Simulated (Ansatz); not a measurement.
One crystal and one scan (energy over volume and axial ratio) at two levels, PBE (plane waves to 420 eV, PAW, scalar-relativistic; Ansatz, a quantum-chemistry and plane-wave program) and r2SCAN (plane waves to 500 eV, PAW, scalar-relativistic; Ansatz), each from its own relaxed cell and on its own mesh. The cell shown is that of PBE.

ZnS (wurtzite)

```yaml
crystal:
  lattice:
    - [3.84511, 0.00000, 0.00000]
    - [-1.92255, 3.32996, 0.00000]
    - [0.00000, 0.00000, 6.30566]
  atoms:
    - { symbol: Zn, position: [0.66667, 0.33333, 0.99985] }
    - { symbol: Zn, position: [0.33333, 0.66667, 0.49985] }
    - { symbol: S, position: [0.66667, 0.33333, 0.62535] }
    - { symbol: S, position: [0.33333, 0.66667, 0.12535] }
```

The relaxed cell is deformed in two ways at once: its volume V is scaled, and at that volume it is stretched along z (the c axis of the conventional cell) so that c/a changes. Fractional atomic positions are held.

E stands for the smeared free energy. ZnS was relaxed with its symmetry unable to fall. As the atoms are clamped, bonds stretch with the cell, which overstates energies and stresses. Percentages come from the unrounded values. Both scans cover V/V₀ from 0.960 to 1.040 and (c/a)/(c/a)₀ from 0.920 to 1.080.

Results of PBE:

```
Item                                                                                          Value
--------------------------------------------------------------------------------------------  -----
Lattice constant a (Å)                                                                        3.845
Lattice constant c (Å)                                                                        6.306
Relaxed volume (Å³/atom)                                                                      20.18
Band gap of the relaxed cell, no spin-orbit coupling (eV)                                      2.08
Modulus against c/a change at fixed volume, (3/4V)·∂²E/∂(ln c/a)² (fit, atoms clamped) (GPa)     65
```

What does r2SCAN give for the same quantities?


```csv
quantity,r2SCAN,PBE − r2SCAN
Lattice constant a (Å),3.806,+0.039 (+1.0 %)
Lattice constant c (Å),6.245,+0.061 (+1.0 %)
Relaxed volume (Å³/atom),19.59,+0.59 (+3.1 %)
"Band gap of the relaxed cell, no spin-orbit coupling (eV)",2.78,-0.70 (-25 %)
"Modulus against c/a change at fixed volume, (3/4V)·∂²E/∂(ln c/a)² (fit, atoms clamped) (GPa)",74,-9 (-12 %)
```

PBE gives the higher value for: lattice constant a; lattice constant c; relaxed volume. PBE gives the lower value for: band gap of the relaxed cell, no spin-orbit coupling; modulus against c/a change at fixed volume.

(A scan under strain: stresses follow from slopes of the energy per volume, elastic moduli from its curvatures.)
